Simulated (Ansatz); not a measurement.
Ga₂O₃:
```cif
data_Ga8O12
_chemical_formula_sum 'Ga8 O12'
_space_group_name_H-M_alt 'Cmcm'
_space_group_IT_number 63
_space_group_name_Hall '-C 2c 2'
_cell_length_a 2.77343
_cell_length_b 9.23986
_cell_length_c 7.19586
_cell_angle_alpha 90.000
_cell_angle_beta 90.000
_cell_angle_gamma 90.000
loop_
_space_group_symop_operation_xyz
  'x, y, z'
  '-x, -y, -z'
  '-x, -y, z+1/2'
  'x, y, -z+1/2'
  'x, -y, -z'
  '-x, y, z'
  '-x, y, -z+1/2'
  'x, -y, z+1/2'
  'x+1/2, y+1/2, z'
  '-x+1/2, -y+1/2, -z'
  '-x+1/2, -y+1/2, z+1/2'
  'x+1/2, y+1/2, -z+1/2'
  'x+1/2, -y+1/2, -z'
  '-x+1/2, y+1/2, z'
  '-x+1/2, y+1/2, -z+1/2'
  'x+1/2, -y+1/2, z+1/2'
loop_
_atom_site_label
_atom_site_type_symbol
_atom_site_symmetry_multiplicity
_atom_site_Wyckoff_symbol
_atom_site_fract_x
_atom_site_fract_y
_atom_site_fract_z
_atom_site_occupancy
Ga1 Ga 4 c 0.00000 0.24699 0.25000 1
Ga2 Ga 4 a 0.00000 0.00000 0.00000 1
O1 O 8 f 0.00000 0.63679 0.07608 1
O2 O 4 c 0.00000 0.10672 0.75000 1
```
(The calculation used a cell of 10 atoms; values per cell refer to that cell.)

This is the r²SCAN-relaxed structure.

Q: All from r²SCAN in the plane-wave PAW code Ansatz, unless another level is named. Give the HSE06 gap on the r²SCAN cell.

A: 3.35 eV.

Q: Predict the band gap.

A: 2.32 eV (smallest direct gap 2.35 eV).

Q: What about the formation energy from the elements (no fitted shifts)?

A: -1.78 eV/atom.

Q: Next, the hole effective mass with spin–orbit coupling?

A: 0.50, 2.8, 5.5 mₑ (principal values).

Q: Next, the electron effective mass with spin–orbit coupling?

A: 0.21, 0.23, 0.23 mₑ (principal values).

The first step of the workflow began from a Materials Project structure, measured or hypothetical; the Crystallography Open Database copy checked does not list it. It is not the phase usual at ambient conditions (space group No. 12, 167). The r²SCAN relaxation kept the symmetry of its start. At this level the phase is dynamically unstable (imaginary phonons). The references are the lowest solids computed at this level, not always the standard phases (solids in place of the gases). Spin–orbit coupling is left out wherever it is not named.

Potentials: the earlier of the program's two PAW sets. The files were generated under PBE; for other functionals the program regenerates the frozen cores, and for LDA and PBEsol the local potential too.
